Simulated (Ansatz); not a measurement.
Relaxed CuI (zinc blende):

```xyz
4
Lattice="0.0000 6.0793 6.0793 3.0397 3.0397 6.0793 3.0397 3.0397 0.0000" Properties=species:S:1:pos:R:3 pbc="T T T"
I      4.5595    10.6388    10.6388
I      4.5595     7.5992     7.5992
Cu     0.0000     0.0000     0.0000
Cu     3.0397     6.0793     3.0397
```

The atoms are displaced by Q × the pattern below (from a DFPT mode at X = (0.5, 0.5, 0.0), largest move 1; Q in Å), at fixed cell. (q is in reciprocal vectors of the primitive cell; the cell shown is doubled to hold the pattern.)

| atom | x | y | z |
|---|---|---|---|
| I1 | 0.000 | 0.000 | 1.000 |
| I2 | 0.000 | 0.000 | -1.000 |

Atoms not listed stay in place.

Computed with PBE (plane waves to 420 eV, PAW, scalar-relativistic; Ansatz, a first-principles code). k mesh 9×9×9 (Γ-centred), Fermi-Dirac smearing 0.05 eV. Energies are smeared free energies. Compression counts positive. CuI is run without spin polarisation. CuI was relaxed with its symmetry unable to fall. Spin-orbit coupling is left out, though I is heavy. The zero of ΔE is the undisplaced structure.

```tsv
Q (Å)	ΔE (eV/cell)	−dE/dQ from forces (eV/Å)	P (GPa)
-0.180	0.2297	2.566	0.94
-0.150	0.1592	2.132	0.65
-0.120	0.1018	1.701	0.41
-0.090	0.0572	1.273	0.23
-0.060	0.0254	0.847	0.10
-0.030	0.0063	0.423	0.02
0.000	0.0000	0.000	-0.01
0.030	0.0063	-0.423	0.02
0.060	0.0254	-0.847	0.10
0.090	0.0572	-1.273	0.23
0.120	0.1018	-1.701	0.41
0.150	0.1592	-2.132	0.65
0.180	0.2297	-2.566	0.94
```

Read from the data:

Energy at Q = 0.180 Å: 229.7 meV/cell
Space group of the distorted cell: P-4m2 (No. 115), lowered from F-43m
Symmetry of the curve: even: the same for both signs
Shape of the curve: a single well with its minimum at or next to zero displacement
Harmonic wavenumber from the curvature (finite differences): 123 cm⁻¹
Wavenumber by perturbation theory (DFPT, on another k mesh): 123 cm⁻¹

(For displaced atoms, the force is minus the slope of the energy, and its curvature is a force constant, which sets phonon frequencies.)
